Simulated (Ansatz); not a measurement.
Method: DFT PBE, scalar-relativistic, plane waves, PAW in Ansatz 0.2.0. All cells share a 420 eV cutoff and Γ-centred k meshes spaced at most about 0.3 Å⁻¹ (about 0.25 or finer for metals, 2π included). Collinear spin in cells that started with moments and kept them past the coarse steps, no spin elsewhere.

These are static total energies at zero pressure. All come from trial cells, and lower structures may exist.

Question: Which of these relaxed structures of TiCrC₄N₄ is the lowest in energy?
1.

```
CELL_PARAMETERS angstrom
5.91667 0.00000 0.00000
0.00000 5.91667 0.00000
0.00000 0.00000 5.91667
ATOMIC_POSITIONS crystal
Ti 0.50000 0.50000 0.50000
Cr 0.00000 0.00000 0.00000
C 0.19334 0.19334 0.19334
C 0.19334 0.80666 0.80666
C 0.80666 0.19334 0.80666
C 0.80666 0.80666 0.19334
N 0.30962 0.30962 0.30962
N 0.30962 0.69038 0.69038
N 0.69038 0.30962 0.69038
N 0.69038 0.69038 0.30962
```

2.

```
CELL_PARAMETERS angstrom
6.04123 0.00000 0.00000
0.00000 6.04123 0.00000
0.00000 0.00000 6.04123
ATOMIC_POSITIONS crystal
Ti 0.00000 0.00000 0.00000
Cr 0.50000 0.50000 0.50000
C 0.20041 0.20041 0.20041
C 0.20041 0.79959 0.79959
C 0.79959 0.20041 0.79959
C 0.79959 0.79959 0.20041
N 0.31333 0.31333 0.31333
N 0.31333 0.68667 0.68667
N 0.68667 0.31333 0.68667
N 0.68667 0.68667 0.31333
```

Answer: 1. It has space group P-43m (No. 215); the next, 2, with space group P-43m (No. 215), lies 117 meV/atom higher. Largest moments: 1 2.4 μB, 2 2.5 μB. The shortest distance is 1.19 Å (C–N) in the lowest and 1.18 Å (C–N) in the next. Even the lowest lies +0.20 eV/atom against the elements.

In such compounds of Cr and Ti a zero gap at this level may well be an artefact, since no Hubbard U is applied. Another magnetic order may lie lower. Cells relaxed within their symmetry can be saddle points. Some candidate types were left out of the draw beforehand, so a known form may be missing.
